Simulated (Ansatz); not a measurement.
# Al (fcc)

Computed with Ansatz (plane waves, PAW, 420 eV cutoff): LDA, scalar-relativistic, no spin polarisation, Γ-centred 18×18×18 mesh, 0.05 eV Gaussian smearing. The datasets are Ansatz's generated set soft_2.

```
Al
1.0
     0.00000    1.99239    1.99239
     1.99239    0.00000    1.99239
     1.99239    1.99239    0.00000
Al
1
Direct
  0.00000 0.00000 0.00000
```

Task: Which orbitals carry the states at the Fermi level, and how many states are there?

Result: Within 0.1 eV of it: Al 3p 65 %, Al 3s 35 % (shares among the projected shells). The density of states at the Fermi level is about 0.38 states/eV per cell, averaged over 0.3 eV.

Density of states (tetrahedra, averaged over 0.3 eV; states/eV per cell of 1 atom; energy in eV from the Fermi level; projections on Löwdin-orthogonalised atomic orbitals, summed over sites):

| E | total | Al 3p | Al 3s |
| --- | --- | --- | --- |
| -5.80 | 0.28 | 0.19 | 0.08 |
| -5.50 | 0.28 | 0.20 | 0.09 |
| -5.20 | 0.30 | 0.21 | 0.09 |
| -4.90 | 0.32 | 0.23 | 0.09 |
| -4.60 | 0.31 | 0.23 | 0.08 |
| -4.30 | 0.30 | 0.22 | 0.08 |
| -4.00 | 0.32 | 0.22 | 0.09 |
| -3.70 | 0.34 | 0.23 | 0.10 |
| -3.40 | 0.35 | 0.24 | 0.10 |
| -3.10 | 0.37 | 0.27 | 0.10 |
| -2.80 | 0.38 | 0.27 | 0.10 |
| -2.50 | 0.37 | 0.26 | 0.10 |
| -2.20 | 0.35 | 0.26 | 0.09 |
| -1.90 | 0.33 | 0.23 | 0.09 |
| -1.60 | 0.34 | 0.25 | 0.09 |
| -1.30 | 0.37 | 0.25 | 0.11 |
| -1.00 | 0.39 | 0.26 | 0.11 |
| -0.70 | 0.39 | 0.27 | 0.11 |
| -0.40 | 0.36 | 0.25 | 0.09 |
| -0.10 | 0.37 | 0.23 | 0.12 |
| 0.20 | 0.40 | 0.25 | 0.13 |
| 0.50 | 0.42 | 0.27 | 0.13 |
| 0.80 | 0.42 | 0.26 | 0.12 |
| 1.10 | 0.41 | 0.26 | 0.12 |
| 1.40 | 0.41 | 0.26 | 0.12 |
| 1.70 | 0.43 | 0.27 | 0.12 |
| 2.00 | 0.43 | 0.27 | 0.13 |
| 2.30 | 0.44 | 0.26 | 0.13 |
| 2.60 | 0.45 | 0.27 | 0.13 |
| 2.90 | 0.46 | 0.28 | 0.13 |
| 3.20 | 0.46 | 0.28 | 0.12 |
| 3.50 | 0.47 | 0.28 | 0.12 |
| 3.80 | 0.47 | 0.29 | 0.12 |
| 4.10 | 0.48 | 0.29 | 0.12 |
| 4.40 | 0.49 | 0.30 | 0.12 |
| 4.70 | 0.50 | 0.31 | 0.11 |
| 5.00 | 0.51 | 0.32 | 0.11 |

The calculation's cell holds 3 valence electrons, an odd number. Without magnetic order each band takes two, so one stays part-filled and the crystal must be a metal.
